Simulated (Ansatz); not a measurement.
Input:

Relaxed Al₂Cu (Al2Cu type, space group I4/mcm):

```
CELL_PARAMETERS angstrom
     -3.02975     3.02975     2.43725
      3.02975    -3.02975     2.43725
      3.02975     3.02975    -2.43725
ATOMIC_POSITIONS crystal
  Al 0.15828 0.65828 0.81655
  Al 0.34172 0.15828 0.50000
  Al 0.65828 0.84172 0.50000
  Al 0.84172 0.34172 0.18345
  Cu 0.75000 0.75000 0.00000
  Cu 0.25000 0.25000 0.00000
```

In each cell atom 2 (Al, nearest neighbour Cu at 2.587 Å; its periodic images, 4.9 Å or more away, move with it) moves by s·(0.000, 0.000, 1.000) (along Cartesian z), the rest being held.

All values below come from PBE (plane waves to 420 eV, PAW, scalar-relativistic; Ansatz, a first-principles code). k mesh 10×10×10 (Γ-centred), Fermi-Dirac smearing 0.05 eV. The energy includes the smearing's −TS. With partly filled bands, energies and forces of such displacements shift with the k mesh and the smearing. Al2Cu is run without spin polarisation. Al2Cu was relaxed with its symmetry unable to fall. The zero of ΔE is the undisplaced structure.

The scan covers s from -0.780 to 0.780 Å in 11 points.

Task: Is the energy the same for equal positive and negative displacements?

Result: Even: the same for both signs. With its periodic images moving along, the atom's site symmetry in this cell is mm2.

Task: What force acts on the atom along the line at s = -0.780 Å?

Result: 4.30 eV/Å.

Task: What is the energy change at s = 0.780 Å?

Result: 1448 meV/cell.

Task: What is the force constant k = d²E/ds² of this move at s = 0?

Result: 3.99 eV/Å².

(A displaced cell: forces are minus the slopes of the energy, force constants its curvatures, and phonons follow from these.)
